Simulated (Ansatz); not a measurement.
BN:
```cif
data_B2N2
_chemical_formula_sum 'B2 N2'
_space_group_name_H-M_alt 'P63/mmc'
_space_group_IT_number 194
_space_group_name_Hall '-P 6c 2c'
_cell_length_a 2.48324
_cell_length_b 2.48324
_cell_length_c 4.00409
_cell_angle_alpha 90.000
_cell_angle_beta 90.000
_cell_angle_gamma 120.000
loop_
_atom_site_label
_atom_site_type_symbol
_atom_site_symmetry_multiplicity
_atom_site_Wyckoff_symbol
_atom_site_fract_x
_atom_site_fract_y
_atom_site_fract_z
_atom_site_occupancy
B1 B 2 a 0.00000 0.00000 0.00000 1
N1 N 2 c 0.33333 0.66667 0.25000 1
```

Relaxed at zero pressure with PBEsol (plane waves, PAW; program Ansatz).

Q: The volume is raised by 3 % and shape and atoms relax at that volume. What pressure results, and how do the axes share the change?

A: -10.8 GPa; a 1.0 %, b 1.0 %, c 0.9 %; the energy rises by 6 meV/atom.

Q: Give the new structure.

A: 
Space group P6₃/mmc (No. 194); a = 2.509 Å, b = 2.509 Å, c = 4.041 Å, α = 90.00°, β = 90.00°, γ = 120.00°

```json
[
 {"atom": "B", "site": "2a", "symmetry": "-3m.", "x": "0.0000", "y": "0.0000", "z": "0.0000"},
 {"atom": "N", "site": "2c", "symmetry": "-6m2", "x": "0.3333", "y": "0.6667", "z": "0.2500"}
]
```

The phase is kept; no other phase was compared at this pressure.

Space group P6_3/mmc (NiAs type). The cell is a constructed one: a structure type filled with these elements. Its sites differ from those of the usual phase in this space group: another stacking or structure type. Symmetry was held in the PBEsol relaxation. At this level the phase is dynamically unstable (imaginary phonons). Its formation energy is positive at this level, so the cell may be metastable or incomplete.

Potentials: the later of the program's two PAW sets.
